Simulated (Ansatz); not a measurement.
A distorted cell of VN (rock salt):

```
CELL_PARAMETERS angstrom
      0.00000     2.10141     2.10141
      2.10141     0.00000     2.10141
      2.10141     2.10141     0.00000
ATOMIC_POSITIONS crystal
  N  0.00000 0.00000 0.00000
  V  0.50000 0.50000 0.50000
```

Level of theory: PBE (plane waves to 420 eV, PAW, scalar-relativistic; Ansatz, a program for electronic structure). k mesh 19×19×19 (Γ-centred), Fermi-Dirac smearing 0.05 eV. Energies are smeared free energies. Stress and pressure are positive under compression. VN is run without spin polarisation. VN was relaxed with its symmetry unable to fall.

### Question
What is the stress tensor (GPa)?

### Answer
```
  -17.0      0.0      0.0
    0.0    -17.0      0.0
    0.0      0.0    -17.0
```
The pressure, a third of the trace, is -17.0 GPa.

### Question
It is the relaxed cell scaled evenly to V/V₀ = 1.064, atoms relaxed where free. What is its energy relative to the relaxed cell?

### Answer
31 meV/atom.

(A scan under strain: stresses follow from slopes of the energy per volume, elastic moduli from its curvatures.)
